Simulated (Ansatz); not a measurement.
All-electron card of MgS

```
Mg S
1.0
     0.00000    2.60165    2.60165
     2.60165    0.00000    2.60165
     2.60165    2.60165    0.00000
Mg S
1 1
Direct
  0.00000 0.00000 0.00000
  0.50000 0.50000 0.50000
```

Atoms are numbered in the order listed.

The cell comes from COD entry 9008672, which wasn't checked; take it as a given geometry.

All numbers are computed: DFT, LDA, all-electron LAPW, scalar-relativistic (Ansatz 0.2.0); DFT, LDA, PAW with Ansatz's default frozen-core files, scalar-relativistic (Ansatz 0.2.0).

For LAPW: a Γ-centred 8×8×8 k mesh, Fermi–Dirac smearing of 0.01 eV, basis error target 0.25 meV/atom, no spin polarisation. PAW takes a cutoff of 420 eV at this cell (files made with PBE, cores remade for this functional). The Ansatz runs share mesh, smearing and spin set-up. Values come from LAPW unless marked.

```yaml
Löwdin_charges_with_0.17_e_of_the_cell_spilling_out_of_the_atomic_basis_so_their_sizes_and_signs_hang_on_that_basis: Mg1 1.43, S2 -1.26 e
Smallest_direct_gap_on_the_path: 3.48 eV
Band_gap: 2.56 eV, indirect from Γ to X (0.5, 0, 0.5)
Volume_per_atom: 17.61 Å³
```

Q: Predict this quantity. Bader charges (from the PAW run).

A: Mg1 +1.64, S2 -1.64 e.

Q: Give the computed value. Pressure at this cell.

A: -3.25 GPa.
